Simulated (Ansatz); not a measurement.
Zr3Si in space group Fm-3m (No. 225; Si on 4a, Zr on 4b, Zr on 8c) under volume change, DFT-PBE in the program Ansatz with PAW potentials, scaled uniformly.

| V (Å³/atom) | E − E(relaxed) (meV/atom) | P (GPa) |
|---|---|---|
| 18.066 | … | … |
| 18.661 | 27.3 | 7.73 |
| 19.257 | 6.5 | 3.58 |
| 19.853 | 0.0 | 0.00 |
| 20.448 | 5.9 | -3.09 |
| 21.044 | … | … |
| 21.639 | 48.3 | -8.06 |

### Question
Some entries are withheld; supply them.

### Answer

- 21.044, E − E(relaxed) (meV/atom): 22.5
- 21.044, P (GPa): -5.76
- 18.066, E − E(relaxed) (meV/atom): 64.8
- 18.066, P (GPa): 12.58

### Question
What does a third-order Birch–Murnaghan fit give for V₀, B₀ and B′?

### Answer
V₀ = 19.85 Å³/atom, B₀ = 111 GPa, B′ = 3.9.

A made-up cell: these elements were put on the sites of a structure type; neither database checked (COD, Materials Project) lists it. Whether it is the stable phase at ambient conditions was not checked. The cell was relaxed with PBE under the symmetry of its start; whether a distortion lowers the energy is not shown. The run is not spin-polarised.

Potentials: the later of the program's two PAW sets.
